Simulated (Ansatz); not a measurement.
SiN$_{2}$ in space group Pa-3 (No. 205; Si on 4a, N on 8c), the program Ansatz at the PBE level (PAW). The conduction-band minimum lies on the Γ–R line, 52 % of the way from Γ, with 8 equivalent valleys. Second derivatives d²E/dk² of the lowest band at one valley (eV·Å²), along Cartesian directions:

```
direction  d²E/dk²
---------  -------
[100]        12.21
[010]        12.22
[001]        12.16
[110]        16.77
[101]        16.80
[011]        16.83
```

### Question
Find the principal effective masses, the density-of-states mass and the conductivity mass.

### Answer
Off-diagonal terms follow from H_xy = H[110] − (H_xx + H_yy)/2, and m*/mₑ = 7.620 eV·Å² over each eigenvalue: 0.36, 0.99, 1.0. One valley's DOS mass (m₁m₂m₃)^(1/3) = 0.71, conductivity mass 3/(Σ 1/mᵢ) = 0.62 mₑ.

### Question
What effective density of states Nc follows at 300 K for parabolic valleys?

### Answer
Nc = 2.509e19 × 8 × (0.71)^(3/2) ≈ 1.2e20 cm⁻³.

The start of the workflow was typed in or built on a structure type; neither database checked (COD, Materials Project) lists it. Its standing as an ambient phase is unchecked. Symmetry was held in the PBE relaxation; whether a distortion lowers the energy is not shown.

Potentials: the earlier of the program's two PAW sets.

Edges and masses are those of Kohn–Sham bands, whose gap is no quasiparticle gap.
